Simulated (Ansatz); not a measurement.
## Fields on a plane of Os (hcp, Mg type)

```yaml
crystal:
  lattice:
    - [2.75486, 0.00000, 0.00000]
    - [-1.37743, 2.38578, 0.00000]
    - [0.00000, 0.00000, 4.34443]
  atoms:
    - { symbol: Os, position: [0.33333, 0.66667, 0.75000] }
    - { symbol: Os, position: [0.66667, 0.33333, 0.25000] }
```

The slice is a (-1 1 0 2) plane (indices of the conventional cell) through the point (0.667, 0.333, 0.250) (fractional), spanned by u = [110] and v = [1 -1 1] in vectors of this cell: u (2.75 Å) and v (6.45 Å, at 90° to u). It covers one period; positions are fractions (u, v).

Atoms on it: Os at (0.00, 0.00). Other atoms lie within 1 Å of the plane.

The numbers are results of PBE (plane waves to 420 eV, PAW, scalar-relativistic; Ansatz, a first-principles code), not measurements. k mesh 19×19×11. These are valence fields of a PAW run, semicore shells included where kept as valence: close to a nucleus they are smooth pseudo fields. Os is run without spin polarisation. Os was relaxed with its symmetry unable to fall. Spin-orbit coupling is left out, though Os is heavy. The PAW data are Ansatz's earlier set.

```
|xx9414149x|
|9961131169|
|6410111014|
|2210000012|
|4431000134|
|2211000112|
|2111121111|
|6531232135|
|9862232268|
|9961131169|
|9840121048|
|6421121124|
|1123222321|
|1233212332|
|1222111222|
|0001222100|
|0001222100|
|0011222110|
|0133222331|
|0023333320|
|5421333124|
|9961131169|
|xx9313139x|
|xx9514159x|
```
Scale: ten equal steps from 0.22 (start of '0') to 0.61 (end of '9'), in the order '0123456789'. Values: electron localisation function (ELF). The map has 10 points along u (one character each, u = 0 at the left) and 24 along v (v = 0 in the bottom row). Points within 0.5 Å of a nucleus are blanked (x), as the pseudised field means little there.

```
|99998844221122448899|
|88886633111111336688|
|55553311000000113355|
|33221111000000111122|
|22111100000000001111|
|22221100000000001122|
|44332211000000112233|
|66664422111111224466|
|88775533111111335577|
|88886633111111336688|
|77775533111111335577|
|55553322111111223355|
|33332211111111112233|
|11111111111111111111|
|00001111222222111100|
|00001111223322111100|
|00000011223322110000|
|00000011222222110000|
|00111111111111111111|
|22222211111111112222|
|55553322111111223355|
|88886633111111336688|
|99998844221122448899|
|99998855221122558899|
```
Scale: ten equal steps from -0.67 (start of '0') to 0.94 (end of '9'), in the order '0123456789'. Values: log₁₀ of the valence density in e/Å³. The map has 10 points along u (two characters each, u = 0 at the left) and 24 along v (v = 0 in the bottom row). The scale is logarithmic, as a density can span decades between atoms and voids.

- Density on the Os–Os line (2.75 Å) at its midpoint: 0.43 e/Å³
- ELF at that point: 0.39
